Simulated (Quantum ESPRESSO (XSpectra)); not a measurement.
Quantum ESPRESSO (XSpectra) run for X-ray absorption at the P K edge of Ba3P4 (Fdd2). Geometry: Materials Project entry mp-14289 (a computed structure). The cell is the entry's, not relaxed again. The ground-state test found a gap, so occupations are fixed and the excited electron is left out (charged cell on a uniform background); energies count from the highest occupied level. pw.x input:

```
&CONTROL
  calculation = 'scf'
  prefix = 'x'
  pseudo_dir = './pseudo'
  outdir = './out'
/
&SYSTEM
  ibrav = 0
  nat = 28
  ntyp = 3
  ecutwfc = 45
  input_dft = 'PZ'
  tot_charge = 1
  occupations = 'fixed'
/
&ELECTRONS
  conv_thr = 2.8e-07
  mixing_beta = 0.4
/
ATOMIC_SPECIES
Ph 30.974 P.lda-tm-gipaw-star1s.UPF
Ba 137.327 Ba.upf
P 30.974 P.lda-tm-gipaw.UPF
CELL_PARAMETERS angstrom
   7.497635000    0.000000000   -3.118595000
   0.000000000   -9.200785000   -3.118595000
  -7.497635000    0.000000000   -9.355785000
ATOMIC_POSITIONS crystal
Ba     0.286650000    0.337800000    0.296730000
Ba     0.786650000    0.337800000    0.796730000
Ba     0.470670000    0.662200000    0.460590000
Ba     0.970670000    0.662200000    0.960590000
Ba     0.676770000    0.837800000    0.166690000
Ba     0.176770000    0.837800000    0.666690000
Ba     0.830550000    0.162200000    0.340630000
Ba     0.330550000    0.162200000    0.840630000
Ba     0.500515000    0.500000000    0.000515000
Ba     0.000515000    0.500000000    0.500515000
Ba     0.125515000    0.000000000    0.125515000
Ba     0.625515000    0.000000000    0.625515000
Ph     0.864225000    0.493960000    0.209605000
P      0.364225000    0.493960000    0.709605000
P      0.629275000    0.506040000    0.283895000
P      0.129275000    0.506040000    0.783895000
P      0.257295000    0.993960000    0.411915000
P      0.757295000    0.993960000    0.911915000
P      0.486205000    0.006040000    0.331585000
P      0.986205000    0.006040000    0.831585000
P      0.369705000    0.651400000    0.174525000
P      0.869705000    0.651400000    0.674525000
P      0.902635000    0.348600000    0.097815000
P      0.402635000    0.348600000    0.597815000
P      0.451935000    0.151400000    0.147115000
P      0.951935000    0.151400000    0.647115000
P      0.070405000    0.848600000    0.375225000
P      0.570405000    0.848600000    0.875225000
K_POINTS automatic
2 2 1 0 0 0
```

xspectra.x input:

```
&input_xspectra
  calculation = 'xanes_dipole'
  edge = 'K'
  prefix = 'x'
  outdir = './out'
  xonly_plot = .false.
  xiabs = 1
  xcoordcrys = .false.
  xepsilon(1) = 1.0
  xepsilon(2) = 0.0
  xepsilon(3) = 0.0
  xniter = 1500
  xcheck_conv = 50
  xerror = 0.002
  x_save_file = 'x0.sav'
/
&plot
  xnepoint = 451
  xemin = -5.0
  xemax = 40.0
  xgamma = 0.7
  terminator = .true.
  cut_occ_states = .true.
/
&pseudos
  filecore = 'core.wfc'
/
&cut_occ
  cut_desmooth = 0.1
  cut_stepl = 0.01
  cut_ierror = 1e-6
/
3 3 2 1 1 1
```

End of the pw.x output:

```

   -20.5483 -20.5196 -20.4994 -20.4928 -20.4782 -20.4622 -20.4470 -20.3459
   -20.3268 -20.2947 -20.2499 -20.2339  -7.4343  -6.4879  -6.4342  -6.3636
    -6.2206  -6.0934  -6.0244  -5.9951  -5.9251  -5.8968  -5.8661  -5.8510
    -5.8388  -5.8216  -5.8132  -5.7769  -5.7464  -5.7210  -5.6869  -5.6707
    -5.6562  -5.6426  -5.6264  -5.6206  -5.5847  -5.5578  -5.5226  -5.5071
    -5.4886  -5.4658  -5.4465  -5.4320  -5.4146  -5.3929  -5.3711  -5.3556
    -5.2250  -4.0763  -4.0394  -3.9606  -3.8415  -3.2819  -3.2295  -3.1794
    -2.1669  -1.4258  -1.3695  -1.3217  -0.5511   0.3147   0.3793   0.4607
     2.1430   2.6219   2.7099   3.2139   3.2745   3.2953   3.7645   3.9258
     4.0329   4.0645   4.0828   4.1700   4.3017   4.4737   4.7349   4.7630
     4.9440   4.9858   5.0347   5.1211   5.3008   5.5701   5.7369   5.7705
     5.8340   5.9256   5.9778   6.2453   6.3022   6.4047   6.4996   6.5715
     6.6421   6.6950   6.7913   6.8573

     highest occupied level (ev):     7.1433

!    total energy              =    -980.18789803 Ry
     estimated scf accuracy    <       0.00000026 Ry

     The total energy is the sum of the following terms:
     one-electron contribution =     -70.28525090 Ry
     hartree contribution      =     112.65920172 Ry
     xc contribution           =    -300.93169698 Ry
     ewald contribution        =    -721.63015187 Ry

     convergence has been achieved in  12 iterations

     XML data file, charge density, pseudopotentials, collected wavefunctions
```

xspectra.x output, shortened:

```
... Begin STEP 1 ...

        Radial transition matrix element(s) used in the calculation of the
        initial vector of the Lanczos basis (|tilde{phi}_abs> normalized)
        | For PAW proj. (l=1) #1: radial matrix element =   0.022792577
        | For PAW proj. (l=1) #2: radial matrix element =   0.028950155

NB: the     5 k-point are not all listed below because npool=  4
        |-------------------------------------------------------------
        ! k-point #     1:  ( 0.0677, -0.0552, -0.2712),  0.1111,   1
        |-------------------------------------------------------------
 okvan= F
        |   Norm of the initial Lanczos vector: 0.17653432E-01
        !   => CONVERGED at iter    400 with error=  0.00111790
        |-------------------------------------------------------------
        ! k-point #     2:  (-0.0677,  0.0552, -0.5967),  0.1111,   1
        |-------------------------------------------------------------
 okvan= F
        |   Norm of the initial Lanczos vector: 0.17653442E-01
        !   => CONVERGED at iter    400 with error=  0.00138378
        |-------------------------------------------------------------
        ! k-point #     3:  ( 0.0677, -0.3494, -0.2712),  0.1111,   1
        |-------------------------------------------------------------
 okvan= F
        |   Norm of the initial Lanczos vector: 0.17653449E-01
        !   => CONVERGED at iter    400 with error=  0.00166655
        |-------------------------------------------------------------

        ...
... Begin STEP 2 ...

     The spectrum is calculated using the following parameters:
        energy-zero of the spectrum [eV]:    7.1433
        the occupied states are elimintate from the spectrum
        xemin [eV]:  -5.00
        xemax [eV]:  40.00
        xnepoint:  451
        constant broadening parameter [eV]:    0.700
        Core level energy [eV]:  -2146.
         (from electron binding energy of neutral atoms in X-ray data booklet)

     Cross-section successfully written in xanes.dat

     ... End STEP 2 ...

     xanes        :     83.14s CPU     83.82s WALL (       1 calls)

     -------------------------------------------------------------------------
                                END JOB XSpectra
     -------------------------------------------------------------------------
```

xanes.dat for the field along x, every fifth line (energy in eV, cross section):

```
   -5.000   2.9810e-04
   -4.500   3.3910e-04
   -4.000   3.9080e-04
   -3.500   4.5740e-04
   -3.000   5.4590e-04
   -2.500   6.6820e-04
   -2.000   8.4560e-04
   -1.500   1.1210e-03
   -1.000   1.5870e-03
   -0.500   2.4700e-03
    0.000   4.2260e-03
    0.500   6.7680e-03
    1.000   8.8890e-03
    1.500   9.7420e-03
    2.000   8.8590e-03
    2.500   8.1220e-03
    3.000   7.7360e-03
    3.500   7.4770e-03
    4.000   7.3400e-03
    4.500   7.2650e-03
    5.000   6.9460e-03
    5.500   6.4580e-03
    6.000   6.0990e-03
    6.500   5.8430e-03
    7.000   5.6920e-03
    7.500   5.7430e-03
    8.000   5.8570e-03
    8.500   5.5370e-03
    9.000   4.5180e-03
    9.500   3.7100e-03
   10.000   3.4900e-03
   10.500   3.6160e-03
   11.000   3.9340e-03
   11.500   4.2010e-03
   12.000   4.2240e-03
   12.500   4.0020e-03
   13.000   3.8950e-03
   13.500   3.8860e-03
   14.000   3.9320e-03
   14.500   3.9050e-03
   15.000   4.0470e-03
   15.500   4.2600e-03
   16.000   4.3520e-03
   16.500   4.4090e-03
   17.000   4.3480e-03
   17.500   4.2720e-03
   18.000   4.2110e-03
   18.500   4.2160e-03
   19.000   4.2410e-03
   19.500   4.3620e-03
   20.000   4.5330e-03
   20.500   4.8400e-03
   21.000   5.0080e-03
   21.500   5.0330e-03
   22.000   5.0040e-03
   22.500   4.7600e-03
   23.000   4.5820e-03
   23.500   4.3800e-03
   24.000   4.0840e-03
   24.500   3.8140e-03
   25.000   3.5930e-03
   25.500   3.4210e-03
   26.000   3.2510e-03
   26.500   3.0830e-03
   27.000   2.9620e-03
   27.500   2.8720e-03
   28.000   2.8190e-03
   28.500   2.7760e-03
   29.000   2.7410e-03
   29.500   2.6970e-03
   30.000   2.7080e-03
   30.500   2.8110e-03
   31.000   2.8600e-03
   31.500   2.8590e-03
   32.000   2.8680e-03
   32.500   2.8230e-03
   33.000   2.7360e-03
   33.500   2.6370e-03
   34.000   2.5440e-03
   34.500   2.4690e-03
   35.000   2.4270e-03
   35.500   2.4480e-03
   36.000   2.5280e-03
   36.500   2.6420e-03
   37.000   2.7610e-03
   37.500   2.8970e-03
   38.000   3.0650e-03
   38.500   3.2140e-03
   39.000   3.3620e-03
   39.500   3.5540e-03
   40.000   3.7070e-03
```
